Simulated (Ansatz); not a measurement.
NbPd:
```yaml
crystal:
  lattice:
    - [1.39461, 0.80518, 4.61574]
    - [-1.39461, 0.80518, 4.61574]
    - [0.00000, -1.61036, 4.61574]
  atoms:
    - { symbol: Nb, position: [0.00000, 0.00000, 0.00000] }
    - { symbol: Pd, position: [0.50000, 0.50000, 0.50000] }
```

Relaxed with LDA.

Task: Which orbitals make up the states near the Fermi level in DFT-LDA in the program Ansatz with PAW potentials?

Result: Within 0.5 eV of the Fermi level: Nb 4d 62 %, Pd 4d 21 %, Nb 5s 10 %, outside the projected shells 7 %. Projections are on Löwdin-orthogonalised atomic valence shells; empty p or d shells of many metals are not among them.

Task: Tabulate the density of states.

Result: States/eV per cell of 2 atoms, in 0.25 eV bins, energy from the Fermi level.

| E (eV) | total | Pd 4d | Nb 4d | Nb 5s |
|---|---|---|---|---|
| -7.50 | 0.00 | 0.00 | 0.00 | 0.00 |
| -7.25 | 0.03 | 0.00 | 0.00 | 0.03 |
| -7.00 | 0.08 | 0.00 | 0.00 | 0.06 |
| -6.75 | 0.12 | 0.00 | 0.01 | 0.09 |
| -6.50 | 0.15 | 0.01 | 0.01 | 0.11 |
| -6.25 | 0.20 | 0.02 | 0.02 | 0.13 |
| -6.00 | 0.26 | 0.04 | 0.03 | 0.15 |
| -5.75 | 0.43 | 0.14 | 0.08 | 0.16 |
| -5.50 | 1.31 | 0.74 | 0.28 | 0.20 |
| -5.25 | 2.44 | 1.63 | 0.46 | 0.24 |
| -5.00 | 3.52 | 2.40 | 0.71 | 0.28 |
| -4.75 | 3.89 | 2.69 | 0.84 | 0.25 |
| -4.50 | 4.26 | 3.10 | 0.83 | 0.23 |
| -4.25 | 2.78 | 2.08 | 0.57 | 0.07 |
| -4.00 | 2.38 | 1.73 | 0.50 | 0.07 |
| -3.75 | 2.94 | 2.22 | 0.55 | 0.07 |
| -3.50 | 3.13 | 2.46 | 0.47 | 0.06 |
| -3.25 | 3.03 | 2.28 | 0.57 | 0.08 |
| -3.00 | 2.99 | 2.39 | 0.45 | 0.07 |
| -2.75 | 3.40 | 2.70 | 0.55 | 0.07 |
| -2.50 | 3.53 | 2.53 | 0.82 | 0.09 |
| -2.25 | 2.59 | 1.63 | 0.81 | 0.07 |
| -2.00 | 1.87 | 0.85 | 0.87 | 0.07 |
| -1.75 | 1.93 | 0.77 | 1.01 | 0.07 |
| -1.50 | 1.91 | 0.79 | 0.98 | 0.06 |
| -1.25 | 1.81 | 0.84 | 0.85 | 0.06 |
| -1.00 | 1.86 | 0.86 | 0.87 | 0.06 |
| -0.75 | 2.23 | 0.72 | 1.31 | 0.11 |
| -0.50 | 2.34 | 0.52 | 1.49 | 0.20 |
| -0.25 | 1.75 | 0.39 | 1.04 | 0.18 |
| 0.00 | 1.61 | 0.34 | 0.98 | 0.16 |
| 0.25 | 1.61 | 0.32 | 1.00 | 0.16 |
| 0.50 | 1.89 | 0.37 | 1.23 | 0.15 |
| 0.75 | 1.80 | 0.31 | 1.23 | 0.13 |
| 1.00 | 1.60 | 0.23 | 1.15 | 0.10 |
| 1.25 | 1.42 | 0.18 | 1.04 | 0.08 |
| 1.50 | 1.21 | 0.14 | 0.88 | 0.07 |
| 1.75 | 1.29 | 0.16 | 0.96 | 0.07 |
| 2.00 | 1.41 | 0.15 | 1.10 | 0.06 |
| 2.25 | 1.47 | 0.13 | 1.16 | 0.07 |
| 2.50 | 1.53 | 0.12 | 1.22 | 0.06 |
| 2.75 | 1.65 | 0.13 | 1.28 | 0.07 |
| 3.00 | 1.55 | 0.12 | 1.14 | 0.06 |
| 3.25 | 2.01 | 0.14 | 1.50 | 0.06 |
| 3.50 | 1.68 | 0.10 | 1.22 | 0.04 |
| 3.75 | 1.01 | 0.05 | 0.69 | 0.03 |
| 4.00 | 0.77 | 0.04 | 0.46 | 0.03 |
| 4.25 | 0.72 | 0.03 | 0.38 | 0.03 |
| 4.50 | 0.72 | 0.03 | 0.35 | 0.03 |
| 4.75 | 0.73 | 0.02 | 0.34 | 0.03 |

Space group R-3m. The workflow started from a Materials Project entry (that database holds measured and hypothetical structures alike); the Crystallography Open Database copy checked does not list it. With Nb and Pd taken as one species the cell has the higher symmetry Fm-3m, so it may be an ordered model of a mixed-site phase. Its standing as an ambient phase is unchecked. The LDA relaxation kept the symmetry of its start; whether a distortion lowers the energy is not shown. The run is not spin-polarised. Spin–orbit coupling is left out wherever it is not named.

Potentials: the later of the program's two PAW sets.
